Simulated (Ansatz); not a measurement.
HfTe₂:
```xyz
3
Lattice="1.9163 1.1064 6.8284 -1.9163 1.1064 6.8284 0.0000 -2.2128 6.8284" Properties=species:S:1:pos:R:3 pbc="T T T"
Hf     0.0000     0.0000     0.0000
Te     0.0000     0.0000     5.0496
Te     0.0000     0.0000    15.4357
```

Relaxed with LDA. Special points in fractions of this cell's reciprocal vectors: Γ (0.000, 0.000, 0.000); T (0.500, 0.500, 0.500); H2 (0.816, 0.184, 0.500); H0 (0.500, -0.184, 0.184); L (0.500, 0.000, 0.000); S0 (0.342, -0.342, 0.000); S2 (0.658, 0.000, 0.342); F (0.500, 0.000, 0.500).

### Question
List the band energies nearest the Fermi level at these points for LDA (plane waves, PAW; program Ansatz).

### Answer
In eV from the Fermi level; about four levels below and three above (degenerate sets whole), none deeper than 8.9 eV; points with the same levels are listed once.

| k | below | above |
|---|---|---|
| Γ | -5.47 -1.94 -1.94 -0.01 | 0.70 0.77 0.77 |
| T | -4.03 -2.68 -1.87 -1.87 | 0.53 0.53 1.04 1.04 |
| H2 | -3.55 -3.10 -2.16 -1.83 | 1.66 1.67 2.47 |
| L | -3.29 -2.27 -1.94 -0.67 | 0.04 2.76 2.94 |
| S0 | -3.68 -3.05 -2.23 -1.85 | 1.56 1.92 2.36 |
| F | -2.06 -1.70 -1.07 -0.36 | 2.76 2.79 3.04 |

Space group R-3m. The cell is a constructed one: a structure type filled with these elements; neither database checked (COD, Materials Project) lists it. Its standing as an ambient phase is unchecked. Symmetry was held in the LDA relaxation; its stability against distortions is not shown here. No spin polarisation was allowed. A crystal of weakly bound layers computed without a dispersion correction: the cell and the soft elastic constants depend strongly on that. Scalar-relativistic: spin–orbit coupling is off unless named, which matters more the heavier the elements.

Potentials: the earlier of the program's two PAW sets. The files were generated under PBE; for other functionals the program regenerates the frozen cores, and for LDA and PBEsol the local potential too.
